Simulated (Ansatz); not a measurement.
Theory: DFT PBE, scalar-relativistic, plane waves, PAW, and for the lanthanide a 4f-in-core norm-conserving potential (Ansatz). Settings: cutoff 690 eV, Γ-centred meshes spaced at most about 0.3 Å⁻¹, and about 0.25 Å⁻¹ or finer for metals (2π included), Gaussian smearing. No spin polarisation in the final relaxations.

All energies are static (0 K, no zero-point motion). All come from trial cells, and lower structures may exist.

Task: Order these relaxed structures of Na₃SmP₂ by energy, lowest first, with the energy over the lowest of them.
A.

```cif
data_structure
_symmetry_space_group_name_H-M 'P6/mmm'
_symmetry_Int_Tables_number 191
_cell_length_a 7.4966
_cell_length_b 7.4966
_cell_length_c 3.4239
_cell_angle_alpha 90.000
_cell_angle_beta 90.000
_cell_angle_gamma 120.000
_cell_volume 166.64
loop_
_atom_site_label
_atom_site_type_symbol
_atom_site_symmetry_multiplicity
_atom_site_Wyckoff_symbol
_atom_site_fract_x
_atom_site_fract_y
_atom_site_fract_z
_atom_site_occupancy
Na1 Na 3 f 0.50000 0.00000 0.00000 1
Sm1 Sm 1 a 0.00000 0.00000 0.00000 1
P1 P 2 d 0.33333 0.66667 0.50000 1
```

B.

```cif
data_structure
_symmetry_space_group_name_H-M 'P6/mmm'
_symmetry_Int_Tables_number 191
_cell_length_a 5.6768
_cell_length_b 5.6768
_cell_length_c 4.7926
_cell_angle_alpha 90.000
_cell_angle_beta 90.000
_cell_angle_gamma 120.000
_cell_volume 133.76
loop_
_atom_site_label
_atom_site_type_symbol
_atom_site_symmetry_multiplicity
_atom_site_Wyckoff_symbol
_atom_site_fract_x
_atom_site_fract_y
_atom_site_fract_z
_atom_site_occupancy
Na1 Na 3 g 0.50000 0.00000 0.50000 1
Sm1 Sm 1 a 0.00000 0.00000 0.00000 1
P1 P 2 c 0.33333 0.66667 0.00000 1
```

C.

```cif
data_structure
_symmetry_space_group_name_H-M 'P4/mmm'
_symmetry_Int_Tables_number 123
_cell_length_a 5.7004
_cell_length_b 5.7004
_cell_length_c 7.2572
_cell_angle_alpha 90.000
_cell_angle_beta 90.000
_cell_angle_gamma 90.000
_cell_volume 235.82
loop_
_atom_site_label
_atom_site_type_symbol
_atom_site_symmetry_multiplicity
_atom_site_Wyckoff_symbol
_atom_site_fract_x
_atom_site_fract_y
_atom_site_fract_z
_atom_site_occupancy
Na1 Na 2 e 0.00000 0.50000 0.50000 1
Na2 Na 1 d 0.50000 0.50000 0.50000 1
Sm1 Sm 1 a 0.00000 0.00000 0.00000 1
P1 P 2 g 0.00000 0.00000 0.35267 1
```

Result: B (0 meV/atom), C (295 meV/atom), A (469 meV/atom). Forms: B P6/mmm; C P4/mmm; A P6/mmm. Counting P atoms around Na and Sm (those within 1.25 times the shortest such distance or 1.15 times the sum of covalent radii, 1.27 where that leaves under three; the shortest distance is added where it exceeds 1.18 times the sum of covalent radii; a slash parts the counts of unlike sites): B has Na 4, Sm 6; C has Na 4/8 from 4.2 Å, Sm 2; A has Na 4, Sm 12 from 4.7 Å. C holds P–P pairs (shortest 2.14 Å) (bonds between like non-metal atoms; other contacts aren't counted).

Cells relaxed within their symmetry can be saddle points. Some types were kept out of the candidates beforehand, so the set may lack a known form.

The lanthanide is trivalent by construction, without f bands, f moments or other valences.
